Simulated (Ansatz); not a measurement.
Values for one crystal, relaxed and computed with PBE in the plane-wave PAW code Ansatz; other levels are named.

| Quantity | Value |
|---|---|
| Volume per atom | 12.02 Å³ |
| Band gap | 3.66 eV (indirect) |
| Gap with spin–orbit coupling | 3.66 eV |
| Hole effective mass with spin–orbit coupling | 2.8 along y, 1.4 along z (mₑ) |
| Valence-band maximum | at Γ |
| Hole effective mass | 2.8 along y, 1.4 along z (mₑ) |
| Smallest direct gap on the standard path | 3.72 eV |

Q: Which of these materials gives this?
(A) Ga2O3, corundum
(B) ZrO2, P2_1/c (Zr on 4e, O on 4e, O on 4e)
(C) In2O3, bixbyite
(D) SiO2, P3_121 (Si on 3a, O on 6c)

A: B, ZrO2, P2_1/c (Zr on 4e, O on 4e, O on 4e)

Symmetry was held in the PBE relaxation. No spin polarisation was allowed. Spin–orbit coupling is left out wherever it is not named.

Potentials: the earlier of the program's two PAW sets.
